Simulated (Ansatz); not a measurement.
## Sn3Pb2Se5 (I4/mmm) at 2 levels of theory

One geometry, relaxed with PBE; plane waves with PAW potentials in Ansatz, scalar-relativistic. No spin polarisation. Gaps are the least over mesh and band path; pressure is positive in compression.

```yaml
crystal:
  lattice:
    - [-2.16649, 2.16649, 15.32220]
    - [2.16649, -2.16649, 15.32220]
    - [2.16649, 2.16649, -15.32220]
  atoms:
    - { symbol: Sn, position: [0.90125, 0.90125, 0.00000] }
    - { symbol: Sn, position: [0.50000, 0.50000, 0.00000] }
    - { symbol: Sn, position: [0.09875, 0.09875, 0.00000] }
    - { symbol: Pb, position: [0.69958, 0.69958, 0.00000] }
    - { symbol: Pb, position: [0.30042, 0.30042, 0.00000] }
    - { symbol: Se, position: [0.00000, 0.00000, 0.00000] }
    - { symbol: Se, position: [0.59831, 0.59831, 0.00000] }
    - { symbol: Se, position: [0.19796, 0.19796, 0.00000] }
    - { symbol: Se, position: [0.80204, 0.80204, 0.00000] }
    - { symbol: Se, position: [0.40169, 0.40169, 0.00000] }
```

```csv
level,cutoff (eV),k mesh,gap (eV),pressure (GPa)
PBE,420,12×12×12,0.03,0.0
```

Problem. What comes out on the same cell with LDA?

Solution.
```tsv
level	cutoff (eV)	k mesh	gap (eV)	pressure (GPa)
LDA	420	12×12×12	0.03	-4.1
```

Spin-orbit coupling matters for the bands of heavy elements and is left out.

The cell was found from a structure generator's guess, not taken from experiment.
